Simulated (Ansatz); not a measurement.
NiO (rock salt): map of one atom of the cell

Starting cell, NiO (rock salt):

```xyz
2
Lattice="0.0000 2.0943 2.0943 2.0943 0.0000 2.0943 2.0943 2.0943 0.0000" Properties=species:S:1:pos:R:3 pbc="T T T"
O      0.0000     0.0000     0.0000
Ni     2.0943     2.0943     2.0943
```

In this cell atom 2 (Ni, nearest neighbour O at 2.094 Å; its periodic images, 3.0 Å or more away, move with it) is moved by u·(1.000, 0.000, 0.000) + v·(0.000, 0.000, 1.000); the rest is frozen.

The numbers are results of r2SCAN (plane waves to 500 eV, PAW, scalar-relativistic; Ansatz, a quantum-chemistry and plane-wave program), not measurements. k mesh 11×11×11 (Γ-centred), Fermi-Dirac smearing 0.05 eV. The energy includes the smearing's −TS. Compression counts positive. Points where atoms come too close for the PAW data are left out (x in tables, blank in figures). The magnetisation changes by over a third across the map, so nothing is fitted. As the smearing reaches across the gap at some points, energies and forces of such displacements shift with the k mesh and the smearing. NiO is run spin-polarised and with no Hubbard U; the real compound is an antiferromagnetic insulator, a state that this run doesn't describe. NiO was relaxed with its symmetry unable to fall. Relaxed NiO ends ferromagnetic. Other magnetic orders were not checked, so this need not be the ground state. ΔE is measured from the undisplaced structure. Axes are in Å.

ΔE (meV/cell), with u across and v down:

```
v \ u   -0.690  -0.345  0.000  0.345  0.690
------  ------  ------  -----  -----  -----
-0.690    2976    3423      x   3423   2976
-0.345    3423     710    453    710   3423
0.000        x     453      0    453      x
0.345     3423     710    453    710   3423
0.690     2976    3423      x   3423   2976
```

P (GPa), with u across and v down:

```tsv
v \ u	-0.690	-0.345	0.000	0.345	0.690
-0.690	87.4	74.3	x	74.3	87.4
-0.345	74.3	25.8	15.3	25.8	74.3
0.000	x	15.3	0.0	15.3	x
0.345	74.3	25.8	15.3	25.8	74.3
0.690	87.4	74.3	x	74.3	87.4
```

What the scan shows:

Lowest place on the grid: u = 0.000 Å, v = 0.000 Å (0 meV/cell)

(A displaced cell: forces are minus the slopes of the energy, force constants its curvatures, and phonons follow from these.)
